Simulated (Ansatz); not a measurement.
# Slab of fcc Pt (100), 6 layers

The slab is cut from the fcc crystal, the stable phase, as relaxed on PAW files (15.66 Å³/atom), with 16 Å of vacuum and a dipole correction:

```
CELL_PARAMETERS angstrom
2.80800 0.00000 0.00000
0.00000 2.80800 0.00000
0.00000 0.00000 25.92780
ATOMIC_POSITIONS crystal
Pt 0.25000 0.25000 0.30855
Pt 0.75000 0.75000 0.38513
Pt 0.25000 0.25000 0.46171
Pt 0.75000 0.75000 0.53829
Pt 0.25000 0.25000 0.61487
Pt 0.75000 0.75000 0.69145
```

Computed with Ansatz 0.2.0; functional PBE, scalar-relativistic. Settings: a Γ-centred 12×12×1 k mesh, Fermi–Dirac smearing of 0.08 eV, no spin polarisation. Methods: LAPW: all electrons, basis error target 1 meV/atom; PAW: frozen-core files, cutoff 420 eV.

The bulk energy comes from a cell in the slab's orientation on a 12×12×8 mesh. The surface energy is (E(slab) − N·E(bulk))/2A at zero smearing, the mean of both faces; thin slabs carry quantum-size effects.

Spin–orbit coupling is left out, which matters for the heavy atoms.

**Question.** As cut, the LAPW slab lies 1.834 eV above 6 atoms of bulk. What surface energy is that?

**Answer.** Over two faces of 7.88 Å² it is 116.3 meV/Å², and times 16.02 J/m² per eV/Å² that gives γ = 1.863 J/m².

| method | γ as cut (J/m²) | γ relaxed (J/m²) | Φ as cut (eV) | Φ relaxed (eV) |
| --- | --- | --- | --- | --- |
| LAPW | 1.863 | 1.846 | 5.67 | 5.65 |

**Question.** How do the spacings between the planes relax?

**Answer.** From the bottom face up: d12 -2.4 % of 1.986 Å, d23 -0.4 % of 1.986 Å, d34 0.0 % of 1.986 Å, d45 -0.4 % of 1.986 Å, d56 -2.4 % of 1.986 Å.

**Question.** What changes if the vacuum is set to 13 Å?

**Answer.** LAPW then gives: no gap, work function 5.65 eV; PAW: no gap, work function 5.65 eV. The program warns that the vacuum is too thin.

**Question.** A 4f core hole is made on one atom of each kind in every 1×1 cell (PAW hole dataset, neutral cell, valence without spin). What does it cost by layer?

**Answer.** layer 1 71.07 eV, layer 2 71.75 eV, layer 3 71.73 eV. Shifts between layers mean more than the absolute values, and a whole layer of holes screens otherwise than one hole.

**Question.** In the relaxed 1×1 cell, replace the outer, then the middle Pt by Au, which changes a whole layer. What shift does this Z+1 picture give?

**Answer.** E(outer) − E(middle) = -0.62 eV by LAPW and -0.61 eV by PAW; a positive value puts the surface line at higher binding energy.
